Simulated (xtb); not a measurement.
xtb single point, GFN2-xTB, ALPB implicit diethyl ether, on iodoethane, C2H5I (SMILES CCI), charge 0, multiplicity 1.

```
xtb m.xyz --gfn 2 --chrg 0 --uhf 0 --norestart --sp --alpb ether

8

C     -1.091856    -0.069958     0.000124
C      0.312609     0.487260     0.000132
I      1.804686    -1.083002     0.000171
H     -1.271419    -0.679936    -0.882844
H     -1.804686     0.754363     0.000162
H     -1.271273    -0.680016     0.883118
H      0.508123     1.082596    -0.887950
H      0.508177     1.083002     0.887950
```

It prints:

```

          ...................................................
          :                      SETUP                      :
          :.................................................:
          :  # basis functions                  23          :
          :  # atomic orbitals                  22          :
          :  # shells                           12          :
          :  # electrons                        20          :
          :  max. iterations                   250          :
          :  Hamiltonian                  GFN2-xTB          :
          :  restarted?                      false          :
          :  GBSA solvation                   true          :
          :  PC potential                    false          :
          :  electronic temp.          300.0000000     K    :
          :  accuracy                    1.0000000          :
          :  -> integral cutoff          0.2500000E+02      :
          :  -> integral neglect         0.1000000E-07      :
          :  -> SCF convergence          0.1000000E-05 Eh   :
          :  -> wf. convergence          0.1000000E-03 e    :
          :  Broyden damping             0.4000000          :
          :  net charge                          0          :
          :  unpaired electrons                  0          :
          ...................................................

 iter      E             dE          RMSdq      gap      omega  full diag
   1    -10.7373947 -0.107374E+02  0.665E+00    5.33       0.0  T
   2    -10.7510292 -0.136345E-01  0.481E+00    4.79       1.0  T
   3    -10.7468479  0.418129E-02  0.236E+00    5.00       1.0  T
   4    -10.7541620 -0.731410E-02  0.712E-01    4.77       1.0  T
   5    -10.7543460 -0.184068E-03  0.332E-01    4.76       1.0  T
   6    -10.7543893 -0.432405E-04  0.212E-01    4.74       1.0  T
   7    -10.7544146 -0.252992E-04  0.206E-02    4.73       1.7  T
   8    -10.7544146 -0.565094E-07  0.918E-03    4.73       3.9  T
   9    -10.7544146 -0.155985E-07  0.962E-04    4.73      36.8  T
  10    -10.7544146 -0.349933E-09  0.217E-04    4.73     162.7  T

   *** convergence criteria satisfied after 10 iterations ***

         #    Occupation            Energy/Eh            Energy/eV
      -------------------------------------------------------------
         1        2.0000           -0.7319005             -19.9160
       ...           ...                  ...                  ...
         4        2.0000           -0.5278246             -14.3628
         5        2.0000           -0.5141496             -13.9907
         6        2.0000           -0.4933647             -13.4251
         7        2.0000           -0.4624899             -12.5850
         8        2.0000           -0.4556532             -12.3990
         9        2.0000           -0.4039370             -10.9917
        10        2.0000           -0.4020914             -10.9415 (HOMO)
        11                         -0.2281388              -6.2080 (LUMO)
        12                          0.0263946               0.7182
        13                          0.0290994               0.7918
        14                          0.0399207               1.0863
        15                          0.0513184               1.3964
       ...                                ...                  ...
        22                          0.3625464               9.8654
      -------------------------------------------------------------
                  HL-Gap            0.1739525 Eh            4.7335 eV
             Fermi-level           -0.3151151 Eh           -8.5747 eV


         :::::::::::::::::::::::::::::::::::::::::::::::::::::
         ::                     SUMMARY                     ::
         :::::::::::::::::::::::::::::::::::::::::::::::::::::
         :: total energy             -10.647681293636 Eh    ::
         :: total w/o Gsasa/hb       -10.639595716239 Eh    ::
         :: gradient norm              0.003942940860 Eh/a0 ::
         :: HOMO-LUMO gap              4.733489486918 eV    ::
         ::.................................................::
         :: SCC energy               -10.754413956730 Eh    ::
         :: -> isotropic ES            0.005343341915 Eh    ::
         :: -> anisotropic ES          0.001645930136 Eh    ::
         :: -> anisotropic XC          0.004026785302 Eh    ::
         :: -> dispersion             -0.003733228297 Eh    ::
         :: -> Gsolv                  -0.009129039146 Eh    ::
         ::    -> Gelec               -0.001043461749 Eh    ::
         ::    -> Gsasa               -0.012600263365 Eh    ::
         ::    -> Ghb                 -0.000438751609 Eh    ::
         ::    -> Gshift               0.004953437577 Eh    ::
         :: repulsion energy           0.106732663093 Eh    ::
         :: add. restraining           0.000000000000 Eh    ::
         :: total charge              -0.000000000000 e     ::
         :::::::::::::::::::::::::::::::::::::::::::::::::::::

[... lines cut ...]
        10        2.0000           -0.4020914             -10.9415 (HOMO)
        11                         -0.2281388              -6.2080 (LUMO)
        12                          0.0263946               0.7182
        13                          0.0290994               0.7918
        14                          0.0399207               1.0863
        15                          0.0513184               1.3964
        16                          0.1247540               3.3947
        17                          0.1497383               4.0746
        18                          0.1668880               4.5413
        19                          0.1814909               4.9386
        20                          0.2272174               6.1829
        21                          0.2813853               7.6569
        22                          0.3625464               9.8654
      -------------------------------------------------------------
                  HL-Gap            0.1739525 Eh            4.7335 eV
             Fermi-level           -0.3151151 Eh           -8.5747 eV

     #   Z          covCN         q      C6AA      α(0)
     1   6 C        3.864    -0.109    22.530     6.750
     2   6 C        3.780     0.002    20.565     6.460
     3  53 I        1.084    -0.180   385.383    33.888
     4   1 H        0.925     0.055     2.259     2.351
     5   1 H        0.925     0.054     2.275     2.359
     6   1 H        0.925     0.055     2.259     2.351
     7   1 H        0.933     0.062     2.180     2.309
     8   1 H        0.933     0.062     2.180     2.309

 Mol. C6AA /au·bohr⁶  :       1316.089259
 Mol. C8AA /au·bohr⁸  :      69371.223137
 Mol. α(0) /au        :         58.775936

Wiberg/Mayer (AO) data.
largest (>0.10) Wiberg bond orders for each atom

 ---------------------------------------------------------------------------
     #   Z sym  total        # sym  WBO       # sym  WBO       # sym  WBO
 ---------------------------------------------------------------------------
     1   6 C    3.992 --     2 C    1.040     6 H    0.986     4 H    0.986
                             5 H    0.973
     2   6 C    3.958 --     1 C    1.040     7 H    0.982     8 H    0.982
                             3 I    0.950
     3  53 I    0.987 --     2 C    0.950
     4   1 H    0.997 --     1 C    0.986
     5   1 H    0.997 --     1 C    0.973
     6   1 H    0.997 --     1 C    0.986
     7   1 H    0.996 --     2 C    0.982
     8   1 H    0.996 --     2 C    0.982
 ---------------------------------------------------------------------------


molecular dipole:
                 x           y           z       tot (Debye)
 q only:       -0.717       0.572      -0.000
   full:       -1.189       1.100      -0.000       4.117
molecular quadrupole (traceless):
                xx          xy          yy          xz          yz          zz
 q only:       -1.537       2.322       0.318      -0.000       0.000       1.219
  q+dip:       -4.837       6.840      -0.113      -0.000       0.001       4.950
   full:       -4.055       5.535       0.337      -0.001       0.001       3.718

           -------------------------------------------------
          | TOTAL ENERGY              -10.647681293636 Eh   |
          | GRADIENT NORM               0.003942940860 Eh/α |
          | HOMO-LUMO GAP               4.733489486918 eV   |
           -------------------------------------------------
```

The total energy is -289.74 eV, -0.24 eV from the same level's vacuum run.
